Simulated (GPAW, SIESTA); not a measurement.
Given: the input of a run of GPAW 26.7.0 (ASE script) on CdInS2. The cell comes from a database or a generator and needn't be the stable form of this composition.

The input run.py:

```python
from ase import Atoms
from ase.dft.bandgap import bandgap
from ase.io import write
from ase.units import GPa
from gpaw import GPAW, PW

atoms = Atoms(['In', 'Cd', 'S', 'S'],
              cell=[[3.8694961422, 0.0, 0.0],
                    [-1.9347480711, 3.351081959, 0.0],
                    [0.0, 0.0, 6.810529]],
              scaled_positions=[[0.0, 0.0, 0.5],
                                [0.0, 0.0, 0.0],
                                [0.3333333333, 0.6666666667, 0.244951],
                                [0.6666666667, 0.3333333333, 0.755049]],
              pbc=True)

calc = GPAW(mode=PW(600),
            xc='PBE',
            kpts={'size': (8, 8, 4), 'gamma': True},
            occupations={'name': 'fermi-dirac', 'width': 0.05},
            nbands=32,
            convergence={'density': 1e-05, 'energy': 1e-05},
            maxiter=150,
            txt='gpaw.txt')
atoms.calc = calc
energy = atoms.get_potential_energy()
forces = atoms.get_forces()
stress = atoms.get_stress()
calc.write('gs.gpw')
write('result.traj', atoms)
print(f'Energy: {energy:.6f} eV')
print('Forces (eV/A):')
print(forces.round(4))
print('Stress (GPa):', (stress / GPa).round(3))
print('Fermi level:', round(calc.get_fermi_level(), 4), 'eV')
print(f'Gap: {bandgap(calc)[0]:.4f} eV, direct: {bandgap(calc, direct=True)[0]:.4f} eV')
```

Potentials or basis: GPAW PAW data sets (gpaw-data 1.2.1), pw.

Command:

```console
$ OMP_NUM_THREADS=1 python run.py
```

**Question.** Translate it to SIESTA 5.4.2. Potentials or basis there: files PseudoDojo sr-pbe-0.4.1-standard, DZP (energy shift 0.003 Ry; two zetas on semicore shells).

**Answer.** As run (cutoffs and basis follow the program's own potentials, and thresholds, step limits or extra output files can differ):

File CdInS2.fdf:

```
SystemName                      CdInS2
SystemLabel                     CdInS2
NumberOfSpecies                 3
NumberOfAtoms                   4
%block ChemicalSpeciesLabel
  1  49 In
  2  48 Cd
  3  16 S
%endblock ChemicalSpeciesLabel

UseStructFile                   true

%block kgrid.MonkhorstPack
    8   0   0  0.0
    0   8   0  0.0
    0   0   4  0.0
%endblock kgrid.MonkhorstPack
XC.Functional                   GGA
XC.Authors                      PBE
PAO.BasisSize                   DZP
PAO.EnergyShift                 0.003 Ry
Mesh.Cutoff                     800 Ry
OccupationFunction              FD
ElectronicTemperature           0.05 eV
MaxSCFIterations                120
SCF.MustConverge                false
SCF.Mixer.Method                Pulay
SCF.Mixer.Weight                0.25
SCF.Mixer.History               8
SCF.DM.Tolerance                5.0e-05
SCF.H.Tolerance                 1.0e-03 eV
WriteForces                     true
Charge.Mulliken                 end
Charge.Hirshfeld                end
Charge.Voronoi                  end
SaveRho                         true
SaveElectrostaticPotential      true
%block PAO.Basis
  In 4
  n=5 0 2
    6.996 0.000
  n=5 1 2
    9.500 0.000
  n=4 2 2
    4.106 0.000
  n=5 2 1
    9.500
  Cd 5
  n=4 0 2
    2.625 0.000
  n=5 0 2
    7.565 0.000
  n=4 1 2
    2.973 0.000
  n=5 1 1
    7.565
  n=4 2 2
    4.575 0.000
%endblock PAO.Basis
```

File CdInS2.STRUCT_IN:

```
   3.8694961422     0.0000000000     0.0000000000
  -1.9347480711     3.3510819590     0.0000000000
   0.0000000000     0.0000000000     6.8105290000
4
1  49    0.0000000000     0.0000000000     0.5000000000
2  48    0.0000000000     0.0000000000     0.0000000000
3  16    0.3333333333     0.6666666667     0.2449510000
3  16    0.6666666667     0.3333333333     0.7550490000
```

Potentials or basis: PseudoDojo 0.4 standard (PBE files), converted to PSML, two zetas on semicore shells, DZP (energy shift 0.003 Ry; two zetas on semicore shells).

The run is started by

```sh
$ siesta < CdInS2.fdf > CdInS2.out 2>&1
```

Both were run:

|  | GPAW | SIESTA |
| --- | --- | --- |
| Pressure | -0.3 GPa | 0.2 GPa |

The potentials hold 37 and 45 valence electrons a cell.

Pressure is positive in compression.
